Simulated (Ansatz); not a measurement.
Total density of states per atom from PBEsol (plane waves, PAW; program Ansatz), in 0.25 eV bins, energy from the Fermi level:

```
E (eV) | states/eV/atom
    -7.85 | # 0.10
    -7.60 | # 0.11
    -7.35 | # 0.13
    -7.10 | ## 0.15
    -6.85 | ## 0.18
    -6.60 | ## 0.23
    -6.35 | ##### 0.48
    -6.10 | ####### 0.62
    -5.85 | ####### 0.69
    -5.60 | ######## 0.76
    -5.35 | ######### 0.84
    -5.10 | ########## 0.96
    -4.85 | ############ 1.12
    -4.60 | ########### 1.03
    -4.35 | ###### 0.56
    -4.10 | #### 0.39
    -3.85 | #### 0.34
    -3.60 | ############## 1.26
    -3.35 | ###################### 2.04
    -3.10 | ################ 1.45
    -2.85 | ############ 1.09
    -2.60 | ########### 1.04
    -2.35 | ############ 1.16
    -2.10 | ##################### 1.91
    -1.85 | ############### 1.41
    -1.60 | ########### 1.03
    -1.35 | ######## 0.70
    -1.10 | ##### 0.43
    -0.85 | #### 0.38
    -0.60 | #### 0.37
    -0.35 | #### 0.36
    -0.10 | #### 0.39
     0.15 | ###### 0.56
     0.40 | ####### 0.68
     0.65 | ######## 0.70
     0.90 | ######## 0.76
     1.15 | ######### 0.84
     1.40 | ########## 0.97
     1.65 | ########### 1.06
     1.90 | ########### 1.04
     2.15 | ############# 1.20
     2.40 | ############ 1.10
     2.65 | ############ 1.11
     2.90 | ################ 1.46
     3.15 | ############################## 2.79
     3.40 | ############ 1.14
     3.65 | ######### 0.80
     3.90 | ####### 0.61
     4.15 | ###### 0.53
     4.40 | ##### 0.48
     4.65 | ##### 0.46
```

Question: Pick the material that matches.
A. ZnGeP2, chalcopyrite
B. Ba2SrWO6, C2/m (Pearson symbol mS20)
C. W, bcc (W type)
D. FeSbO4, Cmmm (Fe on 2c, Sb on 2a, O on 4g, O on 4j)

Answer: C, W, bcc (W type). Within 0.5 eV of the Fermi level: W 5d 87 %, outside the projected shells 8 %. Projections are on Löwdin-orthogonalised atomic valence shells; empty p or d shells of many metals are not among them.

Space group Im-3m (bcc (W type)). Symmetry was held in the PBEsol relaxation. The run is not spin-polarised. Spin–orbit coupling is left out wherever it is not named.

Potentials: the later of the program's two PAW sets.
